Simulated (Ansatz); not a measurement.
AlAs (zinc blende)

```xyz
2
Lattice="0.0000 2.8373 2.8373 2.8373 0.0000 2.8373 2.8373 2.8373 0.0000" Properties=species:S:1:pos:R:3 pbc="T T T"
As     4.2560     4.2560     4.2560
Al     0.0000     0.0000     0.0000
```

The slice is a {111} plane (indices of the conventional cell) through the point (0.000, 0.000, 0.000) (fractional), spanned by u = [100] and v = [-1 2 0] in vectors of this cell: u (4.01 Å) and v (6.95 Å, at 90° to u). It covers one period; positions are fractions (u, v).

Computed with PBEsol (plane waves to 420 eV, PAW, scalar-relativistic; Ansatz, an electronic-structure program). k mesh 10×10×10. These are valence fields of a PAW run, semicore shells included where kept as valence: close to a nucleus they are smooth pseudo fields. AlAs was relaxed with its symmetry unable to fall.

Problem. Predict the map of the electron localisation function (ELF) on the slice.

Solution. 
```
|xxxx11889999887777778899998811xx|
|xx005599999988777777889999995500|
|11337799999988777777889999997733|
|33447799998877776677778899997744|
|22336677887777666666777788776633|
|11224466777777777777777777664422|
|00112244667777777777777766442211|
|00001133557788889988887755331100|
|00000022447788999999887744220000|
|00000011446688999999886644110000|
|00001111334466777777664433111100|
|1122223333221100xx00112233332222|
|44445555552200xxxxxx002255555544|
|66667788774400xxxxxx004477887766|
|77778899998811xxxxxx118899998877|
|7777889999995500xx00559999998877|
|77778899999977331133779999998877|
|66777788999977443344779999887777|
|66667777887766332233667788777766|
|77777777776644221122446677777777|
|77777777664422110011224466777777|
|99888877553311000000113355778888|
|99998877442200000000002244778899|
|99998866441100000000001144668899|
|77776644331111000000111133446677|
|xx001122333322221122223333221100|
|xxxx00225555554444445555552200xx|
|xxxx00447788776666667788774400xx|
```
Scale: ten equal steps from 0.03 (start of '0') to 0.88 (end of '9'), in the order '0123456789'. Values: electron localisation function (ELF). The map has 16 points along u (two characters each, u = 0 at the left) and 28 along v (v = 0 in the bottom row). Points within 0.5 Å of a nucleus are blanked (x), as the pseudised field means little there.
